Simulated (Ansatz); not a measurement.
Si$_{2}$Ni:
Space group P-3m1 (No. 164); a = 2.847 Å, b = 2.847 Å, c = 5.292 Å, α = 90.00°, β = 90.00°, γ = 120.00°

```json
[
 {"atom": "Ni", "site": "1a", "symmetry": "-3m.", "x": "0.0000", "y": "0.0000", "z": "0.0000"},
 {"atom": "Si", "site": "2d", "symmetry": "3m.", "x": "0.3333", "y": "0.6667", "z": "0.3155"}
]
```

Relaxed with PBEsol.

Problem. Which orbitals make up the states near the Fermi level in the program Ansatz at the PBEsol level (PAW)?

Solution. Within 0.5 eV of the Fermi level: Si 3p 47 %, Ni 3d 32 %, Si 3s 12 %, outside the projected shells 5 %. Projections are on Löwdin-orthogonalised atomic valence shells; empty p or d shells of many metals are not among them.

Problem. Tabulate the density of states.

Solution. States/eV per cell of 3 atoms, in 0.25 eV bins, energy from the Fermi level.

| E (eV) | total | Ni 3d | Si 3p | Si 3s |
|---|---|---|---|---|
| -7.85 | 0.68 | 0.07 | 0.27 | 0.29 |
| -7.60 | 0.82 | 0.10 | 0.32 | 0.34 |
| -7.35 | 0.93 | 0.12 | 0.36 | 0.38 |
| -7.10 | 0.86 | 0.12 | 0.33 | 0.33 |
| -6.85 | 0.79 | 0.13 | 0.29 | 0.31 |
| -6.60 | 0.78 | 0.13 | 0.29 | 0.30 |
| -6.35 | 0.81 | 0.14 | 0.39 | 0.23 |
| -6.10 | 1.02 | 0.23 | 0.57 | 0.17 |
| -5.85 | 1.01 | 0.21 | 0.58 | 0.16 |
| -5.60 | 1.21 | 0.28 | 0.69 | 0.17 |
| -5.35 | 1.06 | 0.26 | 0.58 | 0.13 |
| -5.10 | 1.50 | 0.49 | 0.74 | 0.16 |
| -4.85 | 1.80 | 0.71 | 0.80 | 0.18 |
| -4.60 | 1.88 | 0.86 | 0.76 | 0.18 |
| -4.35 | 1.64 | 0.81 | 0.62 | 0.14 |
| -4.10 | 1.44 | 0.76 | 0.51 | 0.10 |
| -3.85 | 1.55 | 0.97 | 0.46 | 0.06 |
| -3.60 | 3.73 | 2.69 | 0.79 | 0.11 |
| -3.35 | 4.05 | 3.03 | 0.76 | 0.11 |
| -3.10 | 4.30 | 3.39 | 0.66 | 0.11 |
| -2.85 | 6.29 | 5.11 | 0.90 | 0.13 |
| -2.60 | 3.97 | 2.73 | 0.94 | 0.18 |
| -2.35 | 3.03 | 2.37 | 0.48 | 0.11 |
| -2.10 | 2.20 | 1.59 | 0.45 | 0.10 |
| -1.85 | 2.17 | 1.57 | 0.43 | 0.11 |
| -1.60 | 2.52 | 1.93 | 0.42 | 0.11 |
| -1.35 | 2.22 | 1.68 | 0.38 | 0.10 |
| -1.10 | 1.77 | 1.14 | 0.44 | 0.13 |
| -0.85 | 1.05 | 0.53 | 0.36 | 0.10 |
| -0.60 | 1.55 | 0.78 | 0.53 | 0.13 |
| -0.35 | 1.10 | 0.44 | 0.47 | 0.11 |
| -0.10 | 0.90 | 0.29 | 0.42 | 0.11 |
| 0.15 | 0.83 | 0.22 | 0.42 | 0.11 |
| 0.40 | 0.79 | 0.18 | 0.41 | 0.11 |
| 0.65 | 0.91 | 0.22 | 0.42 | 0.15 |
| 0.90 | 1.27 | 0.32 | 0.53 | 0.25 |
| 1.15 | 1.28 | 0.28 | 0.57 | 0.25 |
| 1.40 | 1.34 | 0.25 | 0.62 | 0.24 |
| 1.65 | 1.44 | 0.24 | 0.71 | 0.22 |
| 1.90 | 1.48 | 0.21 | 0.79 | 0.21 |
| 2.15 | 1.51 | 0.19 | 0.82 | 0.21 |
| 2.40 | 1.44 | 0.16 | 0.80 | 0.20 |
| 2.65 | 1.43 | 0.14 | 0.80 | 0.20 |
| 2.90 | 1.40 | 0.12 | 0.79 | 0.18 |
| 3.15 | 1.31 | 0.11 | 0.72 | 0.17 |
| 3.40 | 1.34 | 0.10 | 0.75 | 0.17 |
| 3.65 | 1.33 | 0.09 | 0.75 | 0.16 |
| 3.90 | 1.32 | 0.08 | 0.74 | 0.15 |
| 4.15 | 1.27 | 0.07 | 0.73 | 0.13 |
| 4.40 | 1.29 | 0.07 | 0.76 | 0.11 |
| 4.65 | 1.26 | 0.06 | 0.76 | 0.10 |

The start of the workflow was typed in or built on a structure type; neither database checked (COD, Materials Project) lists it. It is not the phase usual at ambient conditions (space group No. 225). The cell was relaxed with PBEsol under the symmetry of its start; whether a distortion lowers the energy is not shown. The workflow began spin-polarised and lost its moments. The volume moved by -27 % from the start of the relaxation.

Potentials: the earlier of the program's two PAW sets. The files were generated under PBE; for other functionals the program regenerates the frozen cores, and for LDA and PBEsol the local potential too.
